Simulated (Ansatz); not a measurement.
SnO:
```yaml
crystal:
  lattice:
    - [0.00000, 2.68829, 2.68829]
    - [2.68829, 0.00000, 2.68829]
    - [2.68829, 2.68829, 0.00000]
  atoms:
    - { symbol: O, position: [0.25000, 0.25000, 0.25000] }
    - { symbol: Sn, position: [0.00000, 0.00000, 0.00000] }
```

Relaxed with PBEsol. Special points in fractions of this cell's reciprocal vectors: Γ (0.000, 0.000, 0.000); X (0.500, 0.000, 0.500); U (0.625, 0.250, 0.625); K (0.375, 0.375, 0.750); L (0.500, 0.500, 0.500); W (0.500, 0.250, 0.750).

Problem. List the band energies nearest the Fermi level at these points for the program Ansatz at the PBEsol with spin–orbit coupling level (PAW).

Solution. In eV from the Fermi level; about four levels below and three above (degenerate sets whole), none deeper than 8.9 eV; points with the same levels are listed once.

| k | below | above |
|---|---|---|
| Γ | -3.78 -3.78 -3.78 -3.78 | 3.96 3.96 4.79 4.79 4.79 4.79 |
| X | -0.73 -0.73 -0.09 -0.09 | 5.12 5.12 5.27 5.27 |
| U | -4.77 -4.76 -0.31 -0.30 | 0.68 0.69 3.29 |
| L | -4.20 -4.20 -2.41 -2.41 | 1.62 1.62 4.43 4.43 |
| W | -5.50 -5.42 -5.37 -5.33 | 0.09 0.11 1.19 |

Space group F-43m (zinc blende). The start of the workflow was typed in or built on a structure type; neither database checked (COD, Materials Project) lists it. It is not the phase usual at ambient conditions (space group No. 129). The cell was relaxed with PBEsol under the symmetry of its start. At this level the phase is mechanically unstable. The volume moved by 16 % from the start of the relaxation.

Potentials: the later of the program's two PAW sets.
